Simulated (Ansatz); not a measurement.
Zn$_{3}$GaNO$_{3}$ in space group P3m1 (No. 156; Pearson symbol hP8) under volume change, plane-wave PAW PBEsol (Ansatz code), shape and atoms relaxed at each volume.

| V (Å³/atom) | E − E(relaxed) (meV/atom) | P (GPa) |
|---|---|---|
| 10.812 | 49.7 | 15.93 |
| 11.168 | 21.0 | 9.95 |
| 11.525 | 5.0 | 4.60 |
| 11.881 | 0.0 | 0.00 |
| 12.238 | 4.4 | -3.89 |
| 12.594 | 16.8 | -7.16 |
| 12.951 | 35.9 | -9.86 |

### Question
What does a third-order Birch–Murnaghan fit give for V₀, B₀ and B′?

### Answer
V₀ = 11.89 Å³/atom, B₀ = 139 GPa, B′ = 4.2.

The start of the workflow was typed in or built on a structure type; neither database checked (COD, Materials Project) lists it. Its standing as an ambient phase is unchecked. The cell was relaxed with PBEsol under the symmetry of its start; of distortions, only those at the zone centre were tested.

Potentials: the earlier of the program's two PAW sets.
